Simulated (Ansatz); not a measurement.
# Al$_{3}$InAs$_{4}$: computed properties

The calculation used DFT PBE, scalar-relativistic, plane waves, PAW (Ansatz).

Settings: cutoff 420 eV, Γ-centred mesh 6×6×6 on the computed 8-atom cell, Gaussian smearing of 0.02 eV; no spin polarisation.

The structure is relaxed at this level of theory with its symmetry kept, and needn't be the ground state of this composition.

```
Al In As
1.0
     5.83549    0.00000    0.00000
     0.00000    5.83549    0.00000
     0.00000    0.00000    5.83549
Al In As
3 1 4
Direct
  0.50000 0.00000 0.00000
  0.00000 0.00000 0.50000
  0.00000 0.50000 0.00000
  0.50000 0.50000 0.50000
  0.76063 0.23937 0.76063
  0.76063 0.76063 0.23937
  0.23937 0.23937 0.23937
  0.23937 0.76063 0.76063
```

```json
{
 "Space group": "P-43m (No. 215)",
 "Volume per atom": "24.84 Å³",
 "Formation energy from the elements' standard states (uncorrected)": "-0.415 eV/atom",
 "Kohn–Sham band gap": "1.16 eV",
 "Orbital (Löwdin) character of the top 1 eV of the valence band": "As 4p 77 %, In 5p 11 %, Al 3p 9 %",
 "Orbital (Löwdin) character of the lowest 1 eV of the conduction band": "Al 3p 32 %, As 4s 15 %, Al 3s 14 %, As 4p 13 %, In 5p 8 %, In 5s 8 %, unprojected 9 %",
 "Bulk modulus": "62 GPa",
 "Its pressure derivative": "4.4",
 "Bader charge by site (e)": "Al (3 in the cell) 1.93, In (1 in the cell) 0.73, As (4 in the cell) -1.63"
}
```

The cell was found from a structure generator's guess, not taken from experiment. Kohn–Sham gaps at this level usually fall short of measured ones. Löwdin shares on free-atom orbitals overweight diffuse shells in the empty bands.
